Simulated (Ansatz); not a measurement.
Hf (P63/mmc); total moment held at 0.8 μB.

```
Hf
1.0
     3.19670    0.00000    0.00000
    -1.59835    2.76842    0.00000
     0.00000    0.00000    5.05780
Hf
2
Direct
  0.33333 0.66667 0.25000
  0.66667 0.33333 0.75000
```

Geometry: a structure as deposited in COD; nothing is relaxed.

Functional, mesh and filling: LDA, 12×12×7 k mesh, Fermi–Dirac smearing of 0.05 eV. LAPW is all-electron LAPW in Ansatz 0.2.0. Site moments are integrated in spheres about the atoms. Start moments (μB): Hf1 0.4, Hf2 0.4.

The self-consistent cycle went as follows.

```
iteration  Harris–Foulkes energy less the last (meV)  density residual (eV)  M (μB)  ∫|m| (μB)
        1                                   -240.613                1.8e-01  0.8000     0.8028
        2                                    -69.285                1.1e-01  0.8000     0.8024
        3                                    -14.731                4.8e-02  0.8000     0.8022
        4                                     -1.119                1.5e-02  0.8000     0.8020
        5                                      0.030                7.4e-04  0.8000     0.8019
        6                                     -0.003                6.3e-05  0.8000     0.8019
        7                                     -0.001                6.6e-06  0.8000     0.8019
        8                                      0.000                2.8e-07  0.8000     0.8019
        9                                      0.000                2.2e-08  0.8000     0.8019
```

Site moments (μB): Hf1 0.32, Hf2 0.32. Cell moment 0.80 μB.

The Ansatz runs typed with the search for lower states off end where their start leads. Spin–orbit coupling is left out although heavy atoms are present. These are results for the start and cell typed. The real compound can order otherwise, in a larger cell, or not at all, since semilocal functionals at zero temperature often overstate magnetism.
